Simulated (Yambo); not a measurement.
G0W0@LDA for Mg₂ZnP₂ (space group P3m1, No. 156) in Yambo. Reference settings: 3×3×2 Γ-centred k mesh, bands 13 to 176 and a 8 Ry block in the screening, 176 bands in G with the Bruneval-Gonze terminator, plasmon pole fitted at 27.2 eV. The LDA gap Γ → K on this mesh is 1.13 eV; G0W0 gaps are taken between the same points.

With and without the terminator, as bands are cut:

```tsv
bands in G (in W)	gap, terminator (eV)	gap, none (eV)	valence shift, terminator (eV)	valence shift, none (eV)
46 (46)	1.911	1.782	0.050	0.395
70 (70)	1.930	1.828	-0.251	-0.012
100 (100)	1.938	1.865	-0.378	-0.212
137 (137)	1.957	1.910	-0.460	-0.350
176 (176)	1.970	1.938	-0.506	-0.429
```

Over this range the gap spans 0.059 eV with the terminator and 0.156 eV without, the valence shift 0.556 eV and 0.824 eV. Neither column has reached its limit for certain.

Geometry of the Materials Project entry, not relaxed at this level; primitive cell a = b = 4.0141 Å, c = 6.5439 Å, α = β = 90.00°, γ = 120.00°.

The structure is a Materials Project entry; no match was found in the copy of COD used, and its stability was not checked.

A shift is the quasiparticle energy of the state minus its LDA energy.
